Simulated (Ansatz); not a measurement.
**CdAu: pressure against volume**

A database entry relaxed whole under r2SCAN (Pmma):

```yaml
crystal:
  lattice:
    - [4.79685, 0.00000, 0.00000]
    - [0.00000, 3.18951, 0.00000]
    - [0.00000, 0.00000, 4.91460]
  atoms:
    - { symbol: Cd, position: [0.25000, 0.00000, 0.29543] }
    - { symbol: Cd, position: [0.75000, 0.00000, 0.70457] }
    - { symbol: Au, position: [0.25000, 0.50000, 0.80027] }
    - { symbol: Au, position: [0.75000, 0.50000, 0.19973] }
```

The cell was scaled uniformly, its shape held, and the atoms relaxed at each volume with plane-wave PAW DFT (Ansatz 0.2.0; r2SCAN, 500 eV, 7×11×7 Γ-centred mesh, fermi-dirac occupations of width 0.100 eV; no spin, no spin-orbit coupling). One row is withheld.

| volume (Å³/atom) | energy over the lowest (meV/atom) | pressure (GPa) |
| --- | --- | --- |
| 17.670 | 26.4 | 7.93 |
| 18.046 | 11.4 | 4.97 |
| 18.422 | ? | ? |
| 18.798 | 0.0 | 0.13 |
| 19.174 | 2.1 | -1.84 |
| 19.550 | 8.5 | -3.57 |
| 19.926 | 18.7 | -5.07 |

Task: Fit the pressures of the other rows to the third-order Birch-Murnaghan form.

Result: With f = [(V₀/V)^(2/3) − 1]/2 and P = 3B₀f(1 + 2f)^(5/2)[1 + 3(B₀′ − 4)f/2], least squares gives V₀ = 18.82 Å³ an atom, B₀ = 105 GPa and B₀′ = 5.7; the rows miss the fit by less than 0.01 GPa. The slope of the energies differs from these pressures by less than 0.05 GPa.

Task: What does the withheld row hold?

Result: The fit gives 2.39 GPa at 18.422 Å³; the run gave 2.39 GPa and 2.9 meV an atom.

Caveats: the shape of the cell was held, so B₀ is an upper bound where the axes differ in stiffness; 0 K, fixed nuclei; the symmetry was kept, and this need not be the phase that is stable at 0 K; one mesh for all volumes; pressure is positive in compression.
